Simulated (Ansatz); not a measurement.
CsCaH3:
```xyz
5
Lattice="4.4681 0.0000 0.0000 0.0000 4.4681 0.0000 0.0000 0.0000 4.4681" Properties=species:S:1:pos:R:3 pbc="T T T"
Cs     0.0000     0.0000     0.0000
Ca     2.2340     2.2340     2.2340
H      2.2340     0.0000     2.2340
H      0.0000     2.2340     2.2340
H      2.2340     2.2340     0.0000
```

Cartesian axes are those of the cell as given.

Give the high-frequency dielectric tensor and the Born effective charge tensors of the independent atoms from DFPT, DFT-LDA in the program Ansatz with PAW potentials.


ε∞:
```
3.84  0.00  0.00
0.00  3.84  0.00
0.00  0.00  3.84
```
Z* of atom 1 (Cs), rows: field, columns: displacement, in e:
```
1.09  0.00  0.00
0.00  1.09  0.00
0.00  0.00  1.09
```
Z* of atom 2 (Ca), rows: field, columns: displacement, in e:
```
1.92  0.00  0.00
0.00  1.92  0.00
0.00  0.00  1.92
```
Z* of atom 3 (H), rows: field, columns: displacement, in e:
```
-0.96   0.00   0.00
 0.00  -1.09   0.00
 0.00   0.00  -0.96
```

Space group Pm-3m (cubic perovskite). The first step of the workflow began from a Materials Project structure, measured or hypothetical; the Crystallography Open Database copy checked does not list it. Its standing as an ambient phase is unchecked. The cell was relaxed with LDA under the symmetry of its start; phonons on a q-mesh show no instability. Spin–orbit coupling is left out wherever it is not named.

Potentials: the later of the program's two PAW sets.
